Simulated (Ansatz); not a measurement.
## LiH4BrO2: what a change does to the field gradients

Base: a structure deposited in the COD, ions relaxed with PBE at fixed cell.

```
Li H Br O
1.0
     5.30010    0.00000    0.00000
     2.64598    5.82412    0.00000
     0.88667    2.71533    5.73390
Li H Br O
2 8 2 4
Cartesian
  3.0695 3.5486 2.7542
  5.7633 4.9909 2.9797
  7.9923 5.7737 1.5932
  0.8405 2.7658 4.1407
  5.3884 2.7835 1.6149
  3.4443 5.7559 4.1190
  4.8445 3.9406 0.7535
  3.9883 4.5989 4.9804
  7.0557 4.8238 0.7700
  1.7771 3.7157 4.9639
  1.8507 1.3401 1.3101
  6.9820 7.1993 4.4238
  7.3858 4.9989 1.6849
  1.4469 3.5406 4.0490
  4.7912 3.5716 1.6629
  4.0415 4.9679 4.0710
```

Atoms are numbered from 1 in the order listed; like atoms form one site, named after its first atom.

Method: Kohn–Sham DFT in Ansatz, PBE, plane waves and PAW (field gradients read without the response of the frozen cores, which leaves them typically 4 to 6 % off), scalar-relativistic, 420 eV cutoff, Γ-centred 5×4×4 k-points, Fermi–Dirac smearing 0.02 eV.

Q: Variant: xy engineering shear strain of +4 %, ions at fixed fractional positions. What happens to the gradients (10²¹ V/m²)?

A: 

| site | atoms | V_zz base | η base | V_zz variant | η variant |
| --- | --- | --- | --- | --- | --- |
| Li | 1, 2 | -0.13 | 0.41 | -0.13 | 0.63 |
| H3 | 3, 4 | 3.46 | 0.13 | 3.00 | 0.14 |
| H5 | 5, 6 | 3.40 | 0.12 | 3.92 | 0.11 |
| H7 | 7, 8 | 3.70 | 0.11 | 3.68 | 0.10 |
| H9 | 9, 10 | 3.45 | 0.13 | 3.39 | 0.13 |
| Br | 11, 12 | 3.47 | 0.89 | 4.06 | 0.91 |
| O13 | 13, 14 | -14.10 | 0.77 | -14.49 | 0.76 |
| O15 | 15, 16 | -14.31 | 0.76 | -13.98 | 0.79 |

The largest change of V_zz is on Br, from 3.47 to 4.06. In per cent, |V_zz| changes by -13 to +15 on H, +17 on Br, -2 to +3 on O (all sites that start above 0.5). Where |V_zz| stays above 0.1, η moves most on Li, from 0.41 to 0.63.

The lattice is static: at room temperature water may turn and average the couplings of its hydrogen.
For the variant: The atoms aren't relaxed in the changed cell (largest force 0.9 eV/Å).
